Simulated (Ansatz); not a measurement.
Here is the system:

Ba2N (space group R-3m)

```cif
data_Ba6N3
_chemical_formula_sum 'Ba6 N3'
_space_group_name_H-M_alt 'R-3m :H'
_space_group_IT_number 166
_space_group_name_Hall '-R 3 2"'
_cell_length_a 3.92418
_cell_length_b 3.92418
_cell_length_c 22.46731
_cell_angle_alpha 90.000
_cell_angle_beta 90.000
_cell_angle_gamma 120.000
loop_
_atom_site_label
_atom_site_type_symbol
_atom_site_symmetry_multiplicity
_atom_site_Wyckoff_symbol
_atom_site_fract_x
_atom_site_fract_y
_atom_site_fract_z
_atom_site_occupancy
Ba1 Ba 6 c 0.00000 0.00000 0.26754 1
N1 N 3 a 0.00000 0.00000 0.00000 1
```
(The calculation used a cell of 3 atoms; values per cell refer to that cell.)

This relaxed cell (volume V₀) is scaled evenly in all directions, its shape held. The atoms relax within the cell's symmetry.

Method: PBEsol (plane waves to 420 eV, PAW, scalar-relativistic; Ansatz, a program for electronic structure). k mesh 14×14×14 (Γ-centred), Fermi-Dirac smearing 0.05 eV. The energy includes the smearing's −TS. Stress and pressure are positive under compression. With the shape held, the modulus is that of even scaling; a crystal free to change shape is softer. Ba2N was relaxed with its symmetry unable to fall. ΔE is measured from the relaxed starting cell.

The scan covers V/V₀ from 0.900 to 1.100 in 9 points.

Problem. What bulk modulus at fixed cell shape B₀ follows from a third-order Birch-Murnaghan fit?

Solution. 20.5 GPa.

Problem. What is the fitted pressure derivative B₀′?

Solution. 3.0.

(A scan under strain: stresses follow from slopes of the energy per volume, elastic moduli from its curvatures.)
